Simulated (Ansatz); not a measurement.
A: TiB2 (AlB2 type, space group P6/mmm), a = b = 3.0247 Å, c = 3.2226 Å, α = β = 90.00°, γ = 120.00°
B: TiAl (CuAu type, space group P4/mmm), a = 2.813 Å, b = 2.813 Å, c = 4.058 Å, α = 90.00°, β = 90.00°, γ = 90.00°
C: TaSi₂ (CrSi2 type, space group P6_222), a = 4.7760 Å, b = 4.7760 Å, c = 6.5628 Å, α = 90.00°, β = 90.00°, γ = 120.00°

Scan: energy against volume (even scaling of the relaxed cell, symmetry kept). All come from one method, each on a k mesh of its own. All were relaxed with their symmetry unable to fall. Spin-orbit coupling is left out. TaSi2 is run without spin polarisation. TiAl is run without spin polarisation. TiB2 is run without spin polarisation.

Q: Put the candidates in order of bulk modulus at fixed cell shape (fitted), lowest first, for r2SCAN (plane waves to 500 eV, PAW, scalar-relativistic; Ansatz, a quantum-chemistry and plane-wave program).

A: B (121 GPa), C (197 GPa), A (263 GPa)

(A scan under strain: stresses follow from slopes of the energy per volume, elastic moduli from its curvatures.)
